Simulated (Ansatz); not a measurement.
Input file for Ansatz (a first-principles code):

Ansatz 0.2 input:
```yaml
crystal:
  lattice:
    - [0.0, 4.9870791897, 4.9870791897]
    - [4.9870791897, 0.0, 4.9870791897]
    - [4.9870791897, 4.9870791897, 0.0]
  atoms:
    - { symbol: Al, position: [0.625, 0.625, 0.125] }
    - { symbol: Al, position: [0.625, 0.125, 0.625] }
    - { symbol: Al, position: [0.625, 0.625, 0.625] }
    - { symbol: Al, position: [0.125, 0.625, 0.625] }
    - { symbol: Zn, position: [0.25, 0.25, 0.25] }
    - { symbol: Zn, position: [0.0, 0.0, 0.0] }
    - { symbol: S, position: [0.8477944355, 0.3840685215, 0.3840685215] }
    - { symbol: S, position: [0.8659314785, 0.8659314785, 0.4022055645] }
    - { symbol: S, position: [0.3840685215, 0.8477944355, 0.3840685215] }
    - { symbol: S, position: [0.8659314785, 0.8659314785, 0.8659314785] }
    - { symbol: S, position: [0.3840685215, 0.3840685215, 0.3840685215] }
    - { symbol: S, position: [0.8659314785, 0.4022055645, 0.8659314785] }
    - { symbol: S, position: [0.3840685215, 0.3840685215, 0.8477944355] }
    - { symbol: S, position: [0.4022055645, 0.8659314785, 0.8659314785] }
kpoints:
  mp_grid: { grid: [5, 5, 5] }
basis: { xc_grid: 2 }
hamiltonian:
  xc: pbesol
  pseudopotentials: { kind: paw }
scf:
  occupations: { method: fixed }
checkpoint: { read: static.run }
output: { bader: true, populations: true }
```

Output (shortened):

```
Pseudopotential: Al, paw, valence charge 3
Pseudopotential: Zn, paw, valence charge 12
Pseudopotential: S, paw, valence charge 6
Functional definition: PBEsol
Crystal: 14 atoms, lattice volume = 248.067 Å³
Basis set: ecut = 420 eV, 4909 PW (Γ), exchange–correlation on 96×96×96 points (8 copies of the dense FFT grid, shifted against one another)
Bands: 56, of which v1, the nominal top of the filled ones, is band 42 counted from 1 (41 counted from 0)
Symmetry: 48 space group operations
Space group: Fd-3m (ITA 227), of the structure as read, at distance tolerance 6.3e-5 Å
k-points: 10 of 125
Stability of the state it starts from, as read at its close in the unpolarized treatment …
iter 1 solved again at ethr=1.55e-7 eV; its pass at ethr=3.10e-3 eV (dr2=1.30e-4 eV) is discarded
SCF iter   1: F=—  HF=-15754.126989 eV  |F-HF|=—  |Δ(HF+E_count)|=         —  Δρ=4.07e-7  dr2=4.53e-10  ethr=1.55e-7  ⟨swp⟩=3.3  Hψ=3478  notcnv=0  defer=113
preconditioner: auto → Resta (q_TF=auto, 2.278 Å⁻¹)
SCF iter   2: F=—  HF=-15754.126907 eV  |F-HF|=—  |Δ(HF+E_count)|=   8.25e-5  Δρ=2.75e-7  dr2=2.08e-10  ethr=1.00e-12  ⟨swp⟩=17.0  Hψ=3831  notcnv=0
SCF iter   3: F=-15754.126907 eV  HF=-15754.126907 eV  |F-HF|=4.37e-11  |Δ(HF+E_count)|=  4.91e-11  Δρ=1.45e-7  dr2=6.55e-11  ethr=1.00e-12  ⟨swp⟩=1.0  Hψ=1087  notcnv=0
SCF 1 converged in 3 iterations: F = -15754.126907 eV  dr2 = 6.55e-11
SCF converged after 3 iterations
Free energy (F): -15754.126907 eV
Harris-Foulkes:  -15754.126907 eV  (|F-HF|=4.37e-11)
Internal energy: -15754.126907 eV  (E = F + TS)
E sigma→0 (E₀):  -15754.126907 eV
Fermi energy:    6.219340 eV
--- Per-component energies (eV) ---
  E_band       = 76.315150
  E_kinetic    = 1227.102109
  E_local      = -5060.762140  (includes V_loc(G=0)·N_el)
  E_nonlocal   = 1495.706677
  E_hartree    = 2095.864771
  E_xc         = -1206.203226
  E_vxc        = -931.944696  (∫ρ·V_xc dr)
  E_paw        = -10073.404772  (= ΣΔE_a)
  E_vpaw       = -845.515235  (= ΣTr[D̂ρ^β])
  E_aug_tail   = -0.000719  (compensation charges beyond the density's cutoff)
  E_ewald      = -4234.596466
  E_core_change = 2.166860  (= ΣΔE_core)
  E_smearing   =  0.000000  (= −TS)
  E_closure    = 0.000000  (closes the sum)
  Σ components = -15754.126907   (vs F -15754.126907, Δ=0.00e0)
  [band-id]    e_kinetic+e_local+e_nonlocal+2·e_hartree+e_vxc+e_vpaw+e_augmentation_tail = 76.315539   (vs E_band 76.315150, Δ=3.88e-4)
--- Band table (eV; the first three rows and the last of 10) ---
  k-point 0: bands = ["-7.6940", "-6.1412", "-5.7280", "-5.7280", "-5.7280", "-5.2930", "-5.2930", "-5.2930", "-0.4384", "0.0171", "0.0171", "0.0171", "0.0400", "0.0400", "0.1178", "0.1178", "0.1178", "0.1756", "0.2355", "0.2355", "0.2598", "0.2598", …
  k-point 1: bands = ["-7.5866", "-6.2533", "-5.8437", "-5.6978", "-5.6978", "-5.3433", "-5.3433", "-5.3030", "-0.3458", "-0.1075", "-0.0652", "-0.0652", "0.0557", "0.0830", "0.0830", "0.1364", "0.1364", "0.2305", "0.2305", "0.4546", "0.4546", "0.5459", …
  k-point 2: bands = ["-7.3149", "-6.6266", "-5.8856", "-5.6165", "-5.6165", "-5.4564", "-5.4564", "-5.3567", "-0.2773", "-0.1928", "-0.0994", "-0.0994", "0.0640", "0.0640", "0.1812", "0.1812", "0.2190", "0.2190", "0.4275", "0.8578", "0.8578", "0.9091", …
  k-point 9: bands = ["-7.0725", "-6.6913", "-6.1357", "-5.9474", "-5.5103", "-5.4807", "-5.3570", "-5.2844", "-0.2677", "-0.2370", "-0.0596", "0.0051", "0.0196", "0.0962", "0.1630", "0.1723", "0.1975", "0.2011", "0.6509", "0.8879", "1.5591", "1.6892", …
--- Löwdin populations: 14 sites ---
  site symbol       q [e]
     0     Al      2.5165
     1     Al      2.5165
     2     Al      2.5165
     3     Al      2.5165
     4     Zn     10.7113
     5     Zn     10.7113
     6      S      6.4577
     7      S      6.4577
     8      S      6.4577
     9      S      6.4577
    10      S      6.4577
    11      S      6.4577
    12      S      6.4577
    13      S      6.4577
  spilling = 0.010117 (of n_electrons = 84.000000)
--- Bader charges: 14 sites ---
  site symbol  charge [e]  shift [e]
     0     Al      2.2871     0.0001
     1     Al      2.2871     0.0001
     2     Al      2.2871     0.0001
     3     Al      2.2871     0.0001
     4     Zn      0.8792     0.0039
     5     Zn      0.8792     0.0039
     6      S     -1.3634     0.0010
     7      S     -1.3634     0.0010
     8      S     -1.3634     0.0010
     9      S     -1.3634     0.0010
    10      S     -1.3634     0.0010
    11      S     -1.3634     0.0010
    12      S     -1.3634     0.0010
    13      S     -1.3634     0.0010
  shift: an alarm, by how much a part of what the PAW files miss would move the charge. Where it is large, compare
  with a run on PAW files of another source; a small one proves nothing
  estimated error of the sums over rays = 4.5e-4 e
```

Cost: about 100 core-seconds (a rough figure) on shared cores.

The workflow started from a Materials Project entry (that database holds measured and hypothetical structures alike); the Crystallography Open Database files this formula in space group No. 227, but the cells were not matched. Whether it is the stable phase at ambient conditions was not checked. The PBEsol relaxation kept the symmetry of its start; its stability against distortions is not shown here.

Potentials: the later of the program's two PAW sets.

Ansatz is a plane-wave DFT program.
